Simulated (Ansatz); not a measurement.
# Does relaxation matter for the field gradients of CdSe with Sr replacing Cd?

Start: a supercell of CdSe (wurtzite type, P6_3mc) built from an entry of the Crystallography Open Database (COD) (the entry's cell lengths or inner coordinates differ somewhat from later room-temperature determinations), with all atoms left at the host's positions.

```
CELL_PARAMETERS angstrom
8.60000 0.00000 0.00000
-4.30000 7.44782 0.00000
0.00000 0.00000 14.04000
ATOMIC_POSITIONS crystal
Sr 0.16667 0.33333 0.00000
Cd 0.16667 0.33333 0.50000
Cd 0.16667 0.83333 0.00000
Cd 0.16667 0.83333 0.50000
Cd 0.66667 0.33333 0.00000
Cd 0.66667 0.33333 0.50000
Cd 0.66667 0.83333 0.00000
Cd 0.66667 0.83333 0.50000
Cd 0.33333 0.16667 0.25000
Cd 0.33333 0.16667 0.75000
Cd 0.33333 0.66667 0.25000
Cd 0.33333 0.66667 0.75000
Cd 0.83333 0.16667 0.25000
Cd 0.83333 0.16667 0.75000
Cd 0.83333 0.66667 0.25000
Cd 0.83333 0.66667 0.75000
Se 0.16667 0.33333 0.19250
Se 0.16667 0.33333 0.69250
Se 0.16667 0.83333 0.19250
Se 0.16667 0.83333 0.69250
Se 0.66667 0.33333 0.19250
Se 0.66667 0.33333 0.69250
Se 0.66667 0.83333 0.19250
Se 0.66667 0.83333 0.69250
Se 0.33333 0.16667 0.44250
Se 0.33333 0.16667 0.94250
Se 0.33333 0.66667 0.44250
Se 0.33333 0.66667 0.94250
Se 0.83333 0.16667 0.44250
Se 0.83333 0.16667 0.94250
Se 0.83333 0.66667 0.44250
Se 0.83333 0.66667 0.94250
```

Sites (sets of like atoms) are named by element and the number of their first atom in this list.

All values are calculated (Ansatz; DFT, PBE, plane waves and PAW, scalar-relativistic, 420 eV cutoff, Γ-centred 3×3×2 k-points, Fermi–Dirac smearing 0.01 eV), not measured.

The largest force at the start is 2.3 eV/Å. Relaxing the ions at fixed cell moves them by 0.562 Å at most (atom 17, Se) and 0.167 Å rms.

| site | atom | moved (Å) | first shell before | first shell after | V_zz before (10²¹ V/m²) | η before |
| --- | --- | --- | --- | --- | --- | --- |
| Sr | 1 | 0.386 | 4 Se at 2.61–2.70 Å | 4 Se at 2.88 Å | 2.33 | 0.00 |
| Cd3 | 3 | 0.093 | 4 Se at 2.61–2.70 Å | 4 Se at 2.59–2.66 Å | 3.16 | 0.22 |
| Cd4 | 4 | 0.093 | 4 Se at 2.61–2.70 Å | 4 Se at 2.61–2.62 Å | 2.95 | 0.00 |
| Cd9 | 9 | 0.172 | 4 Se at 2.61–2.70 Å | 4 Se at 2.62–2.63 Å | 2.75 | 0.00 |
| Cd15 | 15 | 0.067 | 4 Se at 2.61–2.70 Å | 4 Se at 2.64 Å | 2.89 | 0.00 |
| Cd16 | 16 | 0.161 | 4 Se at 2.61–2.70 Å | 4 Se at 2.61–2.63 Å | 3.14 | 0.00 |
| Se17 | 17 | 0.562 | 3 Cd at 2.61 Å, 1 Sr at 2.70 Å | 3 Cd at 2.63 Å, 1 Sr at 2.88 Å | -18.88 | 0.00 |
| Se19 | 19 | 0.106 | 4 Cd at 2.61–2.70 Å | 4 Cd at 2.63–2.66 Å | -1.71 | 0.17 |
| Se20 | 20 | 0.056 | 4 Cd at 2.61–2.70 Å | 4 Cd at 2.61–2.63 Å | -1.57 | 0.12 |
| Se25 | 25 | 0.077 | 4 Cd at 2.61–2.70 Å | 4 Cd at 2.62 Å | -1.46 | 0.04 |
| Se26 | 26 | 0.182 | 3 Cd at 2.61–2.70 Å, 1 Sr at 2.61 Å | 3 Cd at 2.59–2.62 Å, 1 Sr at 2.88 Å | -19.86 | 0.09 |
| Se31 | 31 | 0.132 | 4 Cd at 2.61–2.70 Å | 4 Cd at 2.62–2.64 Å | -1.34 | 0.00 |
| Se32 | 32 | 0.071 | 4 Cd at 2.61–2.70 Å | 4 Cd at 2.61–2.64 Å | -1.60 | 0.00 |

(1) What are V_zz and η after the relaxation?

## Answers

(1) 

| site | atom | V_zz after | η after | change of V_zz |
| --- | --- | --- | --- | --- |
| Sr | 1 | -5.79 | 0.00 | -8.12 |
| Cd3 | 3 | 3.84 | 0.09 | +0.68 |
| Cd4 | 4 | 1.08 | 0.84 | – |
| Cd9 | 9 | -3.01 | 0.64 | -5.76 |
| Cd15 | 15 | 0.82 | 0.00 | -2.07 |
| Cd16 | 16 | -2.22 | 0.00 | -5.36 |
| Se17 | 17 | -22.0 | 0.00 | -3.09 |
| Se19 | 19 | 1.76 | 0.32 | – |
| Se20 | 20 | -1.35 | 0.18 | +0.22 |
| Se25 | 25 | -2.78 | 0.08 | -1.32 |
| Se26 | 26 | -17.22 | 0.01 | +2.64 |
| Se31 | 31 | 1.87 | 0.00 | +3.21 |
| Se32 | 32 | -0.25 | 0.00 | +1.35 |

The largest change of V_zz along a kept axis is on Sr, from 2.33 to -5.79. In per cent, |V_zz| changes by -72 to +21 on Cd, -84 to +90 on Se (all sites that start above 0.5, bar those whose gradient vanishes or changes sign or whose main axis turns by over 40°). Where |V_zz| stays above 0.1 and the axes keep their order, η moves most on Cd9, from 0.00 to 0.64. On Cd3, Se20, Se25 V_xx and V_yy change places (or their axes turn by over 50°), so the two values of η hide a larger change. V_zz changes sign on Cd16 (same axis), Cd9 (axis turned by 36°), Sr (same axis), Se31 (same axis). On Cd4, Se19 the largest principal value lies along another axis in the second run, so the two V_zz can't be compared directly. The table leaves out 3 of the 16 sites, with |V_zz| up to 3.31; their tensors move by 1.95 at most along any direction. The statements above cover all sites. The host's own positions weren't relaxed first, so part of the change far from the defect can be the host's relaxation.

The defect repeats with the cell of 32 atoms, so it feels its images: sites between two images don't show the values beside a lone defect, and zeros or small values of η there can come from the images' arrangement. Cd and Se carry a gradient in the pure host already, so the values there aren't the defect's effect alone. Without spin–orbit coupling (the program notes it for Cd and Sr) the gradients can shift by some per cent, and by up to a factor of two as the program warns, since there is only a small gap.
Before: The neighbours have not yet relaxed around the defect (largest force 2.3 eV/Å), and relaxing can change the values around it severalfold.
After: The relaxation keeps the site symmetry 3m of the start, so the impurity can move only along its axis; a start off the site could end lower. With a gap of 0.8 eV on this mesh, small gradients can still move by 0.1 × 10²¹ V/m² or more as the k-mesh gets denser.
